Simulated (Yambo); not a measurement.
Yambo run on AgBr (space group P2_1/m, No. 11, within 0.06 Å of Fm-3m). The wavefunctions are LDA (pw.x of Quantum ESPRESSO, ONCV potentials, without SOC) ones on a 4×4×2 mesh (26 occupied bands); a = 3.950 Å, b = 3.950 Å, c = 5.580 Å, α = 90.00°, β = 89.86°, γ = 90.00°.

Yambo input:

```
rim_cut
gw0
dyson
el_el_corr
HF_and_locXC
ppa
em1d
RandQpts= 1000000
RandGvec= 1 Ry
EXXRLvcs= 86 Ry
VXCRLvcs= 344 Ry
Chimod= "HARTREE"
% BndsRnXp
 9 | 116 |
%
NGsBlkXp= 6 Ry
% LongDrXp
 1.0 | 1.0 | 1.0 |
%
PPAPntXp= 27.2114 eV
% GbndRnge
 1 | 53 |
%
GTermKind= "none"
DysSolver= "n"
ExtendOut
% QPkrange
 1 | 1 | 26 | 27 |
 14 | 14 | 26 | 26 |
%
```

k points by index: 1 = Γ, 14 = (-0.5, 0, -0.5).

The o-*.qp file then holds:

```
#    K-point    Band    Eo [eV]    E [eV]    E-Eo [eV]    Vxc [eV]    Vnlxc [eV]    Sc|Eo [eV]    Sc|E [eV]    dSc/dw|Eo [eV]    Re(Z)    Im(Z)
#
    1    26    -2.239380    -2.280362    -0.040982    -13.31445    -16.72099    3.355805    3.365552    -6.434081    0.808758    -0.002818
    1    27    0.374878    1.613912    1.239034    -11.49766    -7.122477    -2.888435    -3.136153    -5.439936    0.833392    -0.001078
    14    26    0.000000    0.005388    0.005388    -19.83119    -23.96314    4.138580    4.137338    -6.405823    0.809446    -0.001232
```
(The two width columns are left out.) Convergence of these settings isn't established.

Geometry relaxed with LDA.

This is not the ordinary phase of the substance; no match was found in the copy of COD used, and its stability was not checked.
